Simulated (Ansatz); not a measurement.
The relaxed structure here is a generated cell of Cr: the first start was made by placing the elements on the sites of a structure type, and the end was not matched to a known phase here, so it may be hypothetical. Known forms of Cr include space group No. 229.

A relaxed cell of Cr (Pm-3n (No. 223)), relaxed on a k-mesh at least as fine as the one used below. The numbers are results of r2SCAN (plane waves to 500 eV, PAW, scalar-relativistic; Ansatz, a program for electronic structure), not measurements. Γ-centred k-mesh 7×7×7 on the run's cell (coarser than for final values), Fermi–Dirac smearing 0.05 eV.

```
CELL_PARAMETERS angstrom
      4.51139     0.00000     0.00000
      0.00000     4.51139     0.00000
      0.00000     0.00000     4.51139
ATOMIC_POSITIONS crystal
  Cr 0.25000 0.00000 0.50000
  Cr 0.75000 0.00000 0.50000
  Cr 0.00000 0.50000 0.25000
  Cr 0.00000 0.50000 0.75000
  Cr 0.50000 0.25000 0.00000
  Cr 0.50000 0.75000 0.00000
  Cr 0.00000 0.00000 0.00000
  Cr 0.50000 0.50000 0.50000
```

Every atom was then displaced, and the forces became (eV/Å):

| atom | Fx | Fy | Fz |
|---|---|---|---|
| Cr1 | -0.65 | -0.39 | -0.02 |
| Cr2 | 0.37 | 0.70 | 1.33 |
| Cr3 | -0.81 | 0.37 | 0.44 |
| Cr4 | 0.38 | -0.19 | 0.83 |
| Cr5 | 0.79 | -0.02 | 0.79 |
| Cr6 | -0.84 | 0.01 | 0.09 |
| Cr7 | 0.00 | -1.38 | -2.40 |
| Cr8 | 0.76 | 0.90 | -1.05 |

### Question
Which atom was moved farthest relative to the others, and in which direction?

### Answer
Cr7, by (0.01, 0.12, 0.17) Å (0.21 Å, mean shift removed); the next is Cr8 with 0.12 Å. Its force makes an angle of 174° with its move.

All displacements (Å):

```
atom      ux      uy      uz
----  ------  ------  ------
Cr1    0.101   0.023   0.047
Cr2    0.034  -0.069  -0.074
Cr3    0.104   0.014  -0.080
Cr4    0.005   0.058  -0.105
Cr5    0.005   0.030  -0.049
Cr6    0.126   0.012   0.003
Cr7    0.065   0.138   0.167
Cr8   -0.009  -0.073   0.054
```

### Question
Estimate the energy cost of the displacement in the harmonic approximation and compare with the calculation.

### Answer
For a harmonic well ΔE = −½ Σ F·u = 0.641 eV a cell, or 80 meV/atom. The calculated energy relative to the undisplaced cell is +0.08 eV/atom, so the harmonic estimate holds well.

No spin polarisation in the result: the starting moments vanished. A magnetic state may lie lower.

The run that gave the undisplaced cell could not lose the symmetry of its start; a randomly shaken copy of 8 atoms returns to this structure.
